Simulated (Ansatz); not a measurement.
LaNiGe₃ in space group I4mm (No. 107; La on 2a, Ni on 2a, Ge on 4b, Ge on 2a), PBE (plane waves, PAW; program Ansatz), all energies at zero smearing, with the estimated change up to a 700 eV cutoff added, with one set of potentials and settings (totals compare only within such a set). Cell of 5 atoms (1 La, 1 Ni, 3 Ge): -24978.160 eV.

```csv
element,reference phase,E (eV/atom)
La,"P6_3/mmc, 4 atoms in the cell",-6250.3045
Ni,"Fm-3m, 1 atoms in the cell, spin-polarised",-5839.7295
Ge,"Fd-3m, 2 atoms in the cell",-4294.9907
```

Formation energy per atom, worked out: (-24978.160 − 1×(-6250.3045) − 1×(-5839.7295) − 3×(-4294.9907))/5 = -0.631 eV/atom (-61 kJ per mol of atoms), at 0 K, without zero-point energy or fitted corrections.

The first step of the workflow began from a Materials Project structure, measured or hypothetical; the Crystallography Open Database copy checked does not list it. Its standing as an ambient phase is unchecked. The cell was relaxed with PBE under the symmetry of its start; its stability against distortions is not shown here. No spin polarisation was allowed. The references are the lowest solids computed at this level, not always the standard phases. Scalar-relativistic: spin–orbit coupling is off unless named, which matters more the heavier the elements.

Potentials: the earlier of the program's two PAW sets.
